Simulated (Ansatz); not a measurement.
# Two-dimensional strain map in TiH

Computed with DFT r2SCAN, scalar-relativistic, plane waves, PAW in Ansatz 0.2.0. Cutoff 500 eV, Γ-centred 20×20×20 k-points, Gaussian smearing of 0.15 eV. No spin polarisation. Energies are free energies at this smearing, counted from the undisturbed cell; pressure is positive in compression.

The undisturbed cell (as given, not relaxed at this level; it stands at -0.6 GPa, and it needn't be the usual structure):

```yaml
crystal:
  lattice:
    - [0.00000, 2.08970, 2.08970]
    - [2.08970, 0.00000, 2.08970]
    - [2.08970, 2.08970, 0.00000]
  atoms:
    - { symbol: Ti, position: [0.00000, 0.00000, 0.00000] }
    - { symbol: H, position: [0.50000, 0.50000, 0.50000] }
```

The cell is strained by p along both x and y and by q along z, fractional coordinates fixed. Points are written (p, q).

Energy above the undisturbed cell in meV/atom (a dash: not computed):

| p \ q | -0.050 | -0.025 | 0.000 | 0.025 | 0.050 |
| --- | --- | --- | --- | --- | --- |
| -0.050 | 102.8 | 69.5 | 44.5 | 26.7 | 15.6 |
| -0.025 | 42.8 | – | 9.6 | – | 2.2 |
| 0.000 | 10.5 | – | 0.0 | – | 12.0 |
| 0.050 | 13.7 | – | 41.1 | – | 86.9 |

Pressure in GPa:

```csv
p \ q,-0.050,-0.025,0.000,0.025,0.050
-0.050,29.3,23.1,17.5,12.6,8.2
-0.025,17.4,–,7.6,–,-0.2
0.000,7.7,–,-0.6,–,-7.0
0.050,-6.5,–,-12.4,–,-16.8
```